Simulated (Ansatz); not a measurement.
AlSiCN in space group P3m1 (No. 156; Pearson symbol hP8), DFT-PBEsol in the program Ansatz with PAW potentials, all energies at zero smearing, with the estimated change up to a 700 eV cutoff added, with one set of potentials and settings (totals compare only within such a set). Cell of 8 atoms (2 Al, 2 N, 2 Si, 2 C): -3546.853 eV.

```json
[
 {"element": "Al", "reference phase": "Fm-3m, 1 atoms in the cell", "E (eV/atom)": "-524.5512"},
 {"element": "N", "reference phase": "Pa-3, 8 atoms in the cell", "E (eV/atom)": "-378.4910"},
 {"element": "Si", "reference phase": "Fd-3m, 2 atoms in the cell", "E (eV/atom)": "-621.4938"},
 {"element": "C", "reference phase": "P6_3/mmc, 4 atoms in the cell", "E (eV/atom)": "-246.6953"}
]
```

Formation energy per atom, worked out: (-3546.853 − 2×(-524.5512) − 2×(-378.4910) − 2×(-621.4938) − 2×(-246.6953))/8 = -0.549 eV/atom (-53 kJ per mol of atoms), at 0 K, without zero-point energy or fitted corrections.

The start of the workflow was typed in or built on a structure type; the Crystallography Open Database copy checked does not list it. Its standing as an ambient phase is unchecked. The cell was relaxed with PBEsol under the symmetry of its start; its stability against distortions is not shown here. The references are the lowest solids computed at this level, not always the standard phases (solids in place of the gases).

Potentials: the earlier of the program's two PAW sets. The files were generated under PBE; for other functionals the program regenerates the frozen cores, and for LDA and PBEsol the local potential too.
